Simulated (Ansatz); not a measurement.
Relaxed Sn (beta-Sn type, space group I4_1/amd):

```
CELL_PARAMETERS angstrom
     -2.91651     2.91651     1.57919
      2.91651    -2.91651     1.57919
      2.91651     2.91651    -1.57919
ATOMIC_POSITIONS crystal
  Sn 0.75000 0.25000 0.50000
  Sn 0.00000 0.00000 0.00000
```

Scan: atom 2 (Sn, nearest neighbour Sn at 3.022 Å; its periodic images, 3.2 Å or more away, move with it) is displaced towards the nearest neighbour, direction (0.000, -0.965, 0.261) in Cartesian axes, by s. The other atoms stay.

Method: PBEsol (plane waves to 420 eV, PAW, scalar-relativistic; Ansatz, a program for electronic structure). k mesh 13×13×13 (Γ-centred), Fermi-Dirac smearing 0.05 eV. E stands for the smeared free energy. With partly filled bands, energies and forces of such displacements shift with the k mesh and the smearing. Sn was relaxed with its symmetry unable to fall. ΔE is measured from the undisplaced structure. The last digit holds for this mesh only.

```json
[
 {"s (Å)": "-0.910", "ΔE (meV/cell)": "2190.1"},
 {"s (Å)": "-0.728", "ΔE (meV/cell)": "1192.8"},
 {"s (Å)": "-0.546", "ΔE (meV/cell)": "587.3"},
 {"s (Å)": "-0.364", "ΔE (meV/cell)": "withheld"},
 {"s (Å)": "-0.182", "ΔE (meV/cell)": "57.7"},
 {"s (Å)": "0.000", "ΔE (meV/cell)": "0.0"},
 {"s (Å)": "0.182", "ΔE (meV/cell)": "66.7"},
 {"s (Å)": "0.364", "ΔE (meV/cell)": "314.1"},
 {"s (Å)": "0.546", "ΔE (meV/cell)": "881.6"},
 {"s (Å)": "0.728", "ΔE (meV/cell)": "2011.7"},
 {"s (Å)": "0.910", "ΔE (meV/cell)": "4125.5"}
]
```

Problem. Fit a polynomial form (powers 2, 3, 4) to the given rows and predict ΔE at s = -0.364.

Solution. Least squares on the 10 given rows: ΔE = (1658)·s² + (1226)·s³ + (2600)·s⁴, in meV/cell with s in Å; root-mean-square residual 42.24 meV/cell. At -0.364 the fit gives 206.2 meV/cell; the calculation gives 236.3 meV/cell, so the interpolation is off by -30.1 (-12.7 %). The quadratic term alone would give 219.7 meV/cell.

(For displaced atoms, the force is minus the slope of the energy, and its curvature is a force constant, which sets phonon frequencies.)
